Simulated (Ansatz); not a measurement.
MoRh in space group Pmma (No. 51; Mo on 2e, Rh on 2f) at seven volumes, r²SCAN (plane waves, PAW; program Ansatz), shape and atoms relaxed at each. One row is withheld.

```
V (Å³/atom)  P (GPa)
-----------  -------
13.172             ?
13.606         20.44
14.040          9.35
14.474          0.00
14.909         -7.89
15.343        -14.52
15.777        -20.06
```

### Question
Fit the shown pressures and predict the withheld one.

### Answer
Third-order Birch–Murnaghan: P = (3/2)B₀(x^(7/2) − x^(5/2))[1 + (3/4)(B′ − 4)(x − 1)] with x = (V₀/V)^(2/3). Least squares on the six rows gives V₀ = 14.474 Å³/atom, B₀ = 285.5 GPa, B′ = 4.75. At V = 13.172, x = 1.0649 and P = 33.69 GPa. The run itself gave 33.57 GPa.

The first step of the workflow began from a Materials Project structure, measured or hypothetical; the Crystallography Open Database copy checked does not list it. With Mo and Rh taken as one species the cell has the higher symmetry P6_3/mmc, so it may be an ordered model of a mixed-site phase. Its standing as an ambient phase is unchecked. Symmetry was held in the r²SCAN relaxation; whether a distortion lowers the energy is not shown. No spin polarisation was allowed.

Potentials: the later of the program's two PAW sets.
